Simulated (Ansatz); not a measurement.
The elements of this relaxed trial crystal are hidden behind letters.

```
lattice vectors (Å)
   4.6100    0.0000    0.0000
   0.0000    4.6100    0.0000
   0.0000    0.0000    4.8539
fractional positions
X 0.0000 0.0000 0.0000
Z 0.0000 0.5000 0.2707
Z 0.5000 0.0000 0.2707
Z 0.0000 0.5000 0.7293
Z 0.5000 0.0000 0.7293
```

Method: DFT PBE, scalar-relativistic, plane waves, PAW (Ansatz). Plane waves to 420 eV, an 8×8×8 mesh through Γ for the 5-atom cell and 0.10 eV Gaussian smearing; no spin polarisation.

- Space group: P4/mmm (No. 123)
- Conventional cell: a = 4.610 Å, c = 4.854 Å
- Volume per atom: 20.63 Å³
- Density: 4.94 g/cm³
- Energy over the elements: −0.50 eV/atom
- Gap on the 8×8×8 mesh of the 5-atom cell: 0 eV (a metal)

Energies are uncorrected and count from the elements' standard states at the same level.

Problem. X is a d-block element of period 6 and Z is a p-block element of period 3. Which elements are they?

Solution. X = Hf, Z = S, so the formula is HfS4. Density times volume gives a mean mass of 4.94 × 20.63/1.6605 = 61.4 u per atom, and this set has 61.3 u. Hf is surrounded by 8 S at 2.65 Å; S has 1 S at 2.23 Å, 1 S at 2.63 Å and 2 Hf at 2.65 Å. Other sets within the hints have nearly the same mass, so mass alone doesn't settle it; this one was computed.

Spin–orbit coupling, which can matter for Hf, is left out. Symmetry constrained the relaxation, so the result can be a saddle point.
